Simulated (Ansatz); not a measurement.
VSn₂:
```
VSn2
1.0
    0.00000     4.67961     9.25381
    2.72145     0.00000     9.25381
    2.72145     4.67961     0.00000
V Sn
4 8
Direct
  0.87742   0.87742   0.62258
  0.62258   0.62258   0.87742
  0.37258   0.37258   0.62742
  0.62742   0.62742   0.37258
  0.91629   0.58371   0.91629
  0.58371   0.91629   0.58371
  0.33371   0.66629   0.33371
  0.66629   0.33371   0.66629
  0.16611   0.16611   0.33389
  0.33389   0.33389   0.16611
  0.08389   0.08389   0.91611
  0.91611   0.91611   0.08389
```

Relaxed with PBEsol. Special points in fractions of this cell's reciprocal vectors: Γ (0.000, 0.000, 0.000); Y (0.500, 0.000, 0.500); T (1.000, 0.500, 0.500); Z (0.500, 0.500, 0.000); Σ0 (0.000, 0.356, 0.356); U0 (1.000, 0.644, 0.644); C0 (0.500, 0.187, 0.687); A0 (0.500, 0.813, 0.313); L (0.500, 0.500, 0.500).

Q: List the band energies nearest the Fermi level at these points for PBEsol (plane waves, PAW; program Ansatz).

A: In eV from the Fermi level; about four levels below and three above (degenerate sets whole), none deeper than 8.9 eV; points with the same levels are listed once.

```tsv
k	below	above
Γ	-1.02 -0.85 -0.41 -0.35	0.37 0.37 1.20
Y	-0.77 -0.77 -0.44 -0.44	0.16 0.16 0.31 0.31
T	-0.50 -0.50 -0.22 -0.22	0.41 0.41 0.54 0.54
Z	-0.60 -0.60 -0.30 -0.30	0.37 0.37 1.39 1.39
Σ0	-0.45 -0.43 -0.35 -0.12	0.10 0.56 0.59
C0	-0.37 -0.37 -0.35 -0.35	0.19 0.19 0.77 0.77
L	-0.74 -0.64 -0.53 -0.10	0.12 0.34 0.59 0.59
```

Space group Fddd. The workflow started from a Materials Project entry (that database holds measured and hypothetical structures alike); the Crystallography Open Database files this formula in space group No. 70, but the cells were not matched. Whether it is the stable phase at ambient conditions was not checked. The PBEsol relaxation kept the symmetry of its start; whether a distortion lowers the energy is not shown. No spin polarisation was allowed. Scalar-relativistic: spin–orbit coupling is off unless named, which matters more the heavier the elements.

Potentials: the later of the program's two PAW sets.
